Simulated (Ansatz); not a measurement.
Starting cell, Ca (fcc, Cu type):

```yaml
crystal:
  lattice:
    - [0.00000, 5.52644, 5.52644]
    - [2.76322, 0.00000, 2.76322]
    - [2.76322, 2.76322, 0.00000]
  atoms:
    - { symbol: Ca, position: [0.00000, 0.00000, 0.00000] }
    - { symbol: Ca, position: [0.50000, 0.00000, 0.00000] }
```

The atoms are displaced by Q × the pattern below (from a DFPT mode at L = (0.5, 0.0, 0.0), largest move 1; Q in Å), at fixed cell. It is one choice among 2 degenerate patterns. (q is in reciprocal vectors of the primitive cell; the cell shown is doubled to hold the pattern.)

| atom | x | y | z |
|---|---|---|---|
| Ca1 | 0.285 | -0.520 | 0.805 |
| Ca2 | -0.285 | 0.520 | -0.805 |

Calculation: PBE (plane waves to 420 eV, PAW, scalar-relativistic; Ansatz, a program for electronic structure). k mesh 15×15×15 (Γ-centred), Fermi-Dirac smearing 0.05 eV. E stands for the smeared free energy. With partly filled bands, energies and forces of such displacements shift with the k mesh and the smearing. Ca was relaxed with its symmetry unable to fall. The PAW data are Ansatz's earlier set. The zero of ΔE is the undisplaced structure.

### Question
What ΔE (meV/cell) and −dE/dQ from forces (eV/Å) does the calculation give at Q (Å) = -0.233, -0.187, -0.047, 0.047, 0.093, 0.187, 0.233, 0.280?

### Answer
```tsv
Q (Å)	ΔE (meV/cell)	−dE/dQ from forces (eV/Å)
-0.233	45	0.363
-0.187	29	0.303
-0.047	2	0.081
0.047	2	-0.081
0.093	8	-0.160
0.187	29	-0.303
0.233	45	-0.363
0.280	63	-0.415
```

(For displaced atoms, the force is minus the slope of the energy, and its curvature is a force constant, which sets phonon frequencies.)
